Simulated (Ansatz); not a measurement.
SiB₂: from a guess to a relaxed structure

Computed with DFT PBE, scalar-relativistic, plane waves, PAW in Ansatz. Cutoff 420 eV, Gaussian smearing, Γ-centred meshes. In-plane cell and atoms relax first on a coarse mesh and then on a finer one. In metals the finer mesh still leaves noise of several meV/atom or more. The steps can't lower the symmetry of their start. No spin polarisation.

The cell of SiB₂ is invented: species swapped into a sheet modelled on a layer of FeB2, with Si on the Fe sites. Its size is a rough estimate.

The sheet is periodic along a and b; c holds vacuum.

```
Si B
1.0
     3.10990    0.00000    0.00000
    -1.55495    2.69325    0.00000
     0.00000    0.00000   15.00000
Si B
1 2
Cartesian
  0.0000 0.0000 7.7943
  0.0000 1.7955 7.2057
  1.5549 0.8978 7.2057
```

Energies over the elements count from the elements' standard structures at the same level, with no fitted energy shifts.

Task: Describe the relaxed structure.

Result: The symmetry stays p6mm (No. 77). The area per atom shrinks by 9.9 %, from 2.8 to 2.5 Å². The shortest distance goes from 1.80 Å (B–B) to 1.70 Å (B–B). The energy falls by about 1.1 eV/atom (the start's value is from the coarse mesh). The program sets the height of the box itself, so the height of the cell differs between start and end. In-plane cell: a = 2.951 Å, b = 2.951 Å, γ = 120.0°, thickness 1.51 Å between the outermost nuclei. Si at height 1.51 Å has 6 B at 2.28 Å; B at height 0.00 Å has 3 B at 1.70 Å.

```
Si B
1.0
     2.95125    0.00000    0.00000
    -1.47563    2.55586    0.00000
     0.00000    0.00000   26.85040
Si B
1 2
Direct
  0.00000 0.00000 0.31316
  0.33333 0.66667 0.25693
  0.66667 0.33333 0.25693
```

Task: How does it come out in energy, and is it a metal?

Result:

* Energy over the elements: +0.58 eV/atom
* Gap on the 18×18×1 mesh of the 3-atom cell: 0 eV (a metal)

It can't be a ground state, since the elements alone are lower.

The last run used Gaussian smearing of 0.10 eV. Symmetry constrained the relaxation, so the result can be a saddle point.
